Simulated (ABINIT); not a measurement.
ABINIT input for MoP, PBE with JTH PAW datasets:

```
pp_dirpath "./pseudo"
pseudos "Mo.GGA_PBE-JTH.xml, P.GGA_PBE-JTH.xml"

acell 3*1.0 angstrom
rprim
    3.234759854878     0.000000000000     0.000000000000
   -1.617379927439     2.801384209466     0.000000000000
    0.000000000000     0.000000000000     3.182280000000
ntypat 2
znucl 42 15
natom 2
typat 1 2
xred
    0.000000000000     0.000000000000     0.000000000000
    0.333333333333     0.666666666667     0.500000000000
tolsym 1e-5
chksymtnons 0
chkprim 0

ecut 20
pawecutdg 40
pawovlp 20
ngkpt 14 14 12
nshiftk 1
shiftk 0 0 0
nband 13
occopt 3
tsmear 0.003
tolvrs 1e-10
nstep 90

nucefg 2
quadmom 0.022 0
nucfc 1
prtwf 0
prtden 0
prteig 0
prtebands 0
prtgsr 0
```

Geometry: a computed entry of the Materials Project; it was not checked against measured cells. It is MoP in P-6m2; whether this form has been observed was not checked. Stability against distortions was not tested. The run has no spin polarisation.

Each row changes or adds one setting. The quadmom values are sizes without sign and don't touch the SCF cycle. The limit is 90 steps.  The run is metallic or nearly gapless at this level (smeared occupations).

| setting typed | SCF steps | k-points | converged |
|---|---|---|---|
| as in the input | 11 | 168 | yes |
| diemac = 4 | 11 | 168 | yes |
| diemac = 40 | 11 | 168 | yes |
| diemix = 0.4 | 15 | 168 | yes |
| diemix = 1.0 | 10 | 168 | yes |
| iscf = 2 | 25 | 168 | yes |
| iscf = 7 | 12 | 168 | yes |
| nline = 1 | 46 | 168 | yes |
| nline = 2 | 12 | 168 | yes |
| npulayit = 12 | 11 | 168 | yes |

Fewest SCF steps among converged rows: 10 (diemix = 1.0); most steps: 46 (nline = 1). Steps of different solvers differ in work.
